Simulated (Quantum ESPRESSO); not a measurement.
```
AgI
1.0
    4.39239     0.00000     0.00000
    0.00000     4.39239     0.00000
    0.00000     0.00000     6.21913
Ag I
2 2
Cartesian
  0.00000   0.00000   0.00000
  2.19620   2.19620   0.00000
  0.00000   2.19620   4.35136
  2.19620   0.00000   1.86777
```

Cell and atoms were relaxed with PBE+D3(BJ) from Materials Project entry mp-567809, within its symmetry.

What does PBEsol (Quantum ESPRESSO, PseudoDojo norm-conserving, 82 Ry, without SOC) give for the electronic structure near the Fermi level?

The PBEsol gap is direct, 1.11 eV at Γ. Without spin-orbit coupling, band edges of such heavy elements can be off by tenths of an eV.

This is not the ordinary phase of the substance; no match was found in the copy of COD used, and its stability was not checked.
